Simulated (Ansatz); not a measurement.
GeW:
```xyz
8
Lattice="5.7963 0.0000 0.0000 0.0000 4.3741 0.0000 0.0000 0.0000 4.8026" Properties=species:S:1:pos:R:3 pbc="T T T"
W      1.0456     1.0935     0.7628
W      1.8525     3.2806     3.1641
W      4.7507     3.2806     4.0399
W      3.9438     1.0935     1.6386
Ge     0.2812     1.0935     3.2048
Ge     2.6169     3.2806     0.8035
Ge     5.5151     3.2806     1.5978
Ge     3.1794     1.0935     3.9991
```

Relaxed with HSE06. Special points in fractions of this cell's reciprocal vectors: Γ (0.000, 0.000, 0.000); X (0.500, 0.000, 0.000); S (0.500, 0.500, 0.000); Y (0.000, 0.500, 0.000); Z (0.000, 0.000, 0.500); U (0.500, 0.000, 0.500); R (0.500, 0.500, 0.500); T (0.000, 0.500, 0.500).

List the band energies nearest the Fermi level at these points for HSE06 in the plane-wave PAW code Ansatz.

In eV from the Fermi level; about four levels below and three above (degenerate sets whole), none deeper than 8.9 eV; points with the same levels are listed once.

```
k                    below                above
-  -----------------------  -------------------
Γ  -2.08 -1.16 -0.66 -0.37       0.06 0.53 0.54
X  -1.16 -1.16 -0.95 -0.95  1.44 1.44 1.49 1.49
S  -1.45 -1.45 -1.45 -1.45  1.97 1.97 1.97 1.97
Y  -2.03 -2.03 -1.00 -1.00  1.21 1.21 1.66 1.66
Z  -0.91 -0.91 -0.60 -0.60  0.74 0.74 1.36 1.36
U  -1.72 -1.72 -0.94 -0.94  1.58 1.58 1.65 1.65
R  -1.55 -1.55 -1.55 -1.55  1.59 1.59 1.59 1.59
T  -1.34 -1.34 -0.70 -0.70  0.25 0.25 0.39 0.39
```

Space group Pnma. The cell is a constructed one: a structure type filled with these elements; neither database checked (COD, Materials Project) lists it. Whether it is the stable phase at ambient conditions was not checked. The HSE06 relaxation kept the symmetry of its start; whether a distortion lowers the energy is not shown. The run is not spin-polarised. The hybrid run found no gap, on a coarse k-mesh. Scalar-relativistic: spin–orbit coupling is off unless named, which matters more the heavier the elements.

Potentials: the later of the program's two PAW sets.
